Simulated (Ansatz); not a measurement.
A free-standing Janus 2H monolayer of ZrSeTe, relaxed with r2SCAN: 4 runs in the plane-wave code Ansatz, each a calculation of independent-particle optics. The sheet's in-plane cell has a = 3.827 Å, b = 3.827 Å (γ = 120.0°), and its outermost atoms lie 3.50 Å apart along the normal. Around Zr lie 3 Se at 2.70 Å and 3 Te at 2.95 Å; around Se lie 3 Zr at 2.70 Å; around Te lie 3 Zr at 2.95 Å. The structure was generated, not taken from experiment, and needn't be the ground state; spin polarisation is off.

```
Zr Se Te
1.0
     3.82743    0.00000    0.00000
    -1.91372    3.31466    0.00000
     0.00000    0.00000   31.62931
Zr Se Te
1 1 1
Direct
  0.33333 0.66667 0.28868
  0.66667 0.33333 0.33785
  0.66667 0.33333 0.22711
```
Periodic in the plane only; c spans the vacuum.

On meshes this coarse, single peaks can be features of the mesh. No local fields, no excitons; the zone sum runs over the cells of the mesh, and ε∞ includes the bands left out of the spectrum. Up to four peaks are listed, those above 15 % of the tallest and inside the complete range; the four can differ from row to row. Rows marked drawn have settings drawn at random (some not listed).

```csv
functional,k mesh,broadening (eV),scissors (eV),range (eV),settings,direct gap on the mesh before scissors (eV),ε∞ xx,ε∞ yy,ε∞ zz,complete up to (eV),tallest peaks of mean ε₂ (eV)
PBE,6×6×1,0.1,0.00,0–12,chosen,0.82,4.83,4.83,2.81,12.0,0.85 3.30 4.55 4.95
r2SCAN,6×6×1,0.1,0.00,0–12,chosen,1.13,3.66,3.66,2.58,12.0,1.20 3.60 4.90 5.30
PBE,6×6×1,0.1,0.64 (to HSE06),0–12,chosen,0.82,3.78,3.78,2.54,12.0,1.50 3.90 5.20 5.60
PBEsol,12×12×1,0.4,0.30,0.5–15,drawn,0.76,4.54,4.54,2.69,15.0,1.25 3.65 4.85 6.10
```

A sheet's ε refers to the whole height of the cell: ε − 1 falls as one over that height, zz lacks the depolarisation, and means are over the plane.

The fundamental gap is indirect (0.52 eV with PBE on 6×6×1); the table holds the direct one.

No spin-orbit coupling is included; it can move band edges with weight on the heavy atoms by tenths of an eV.
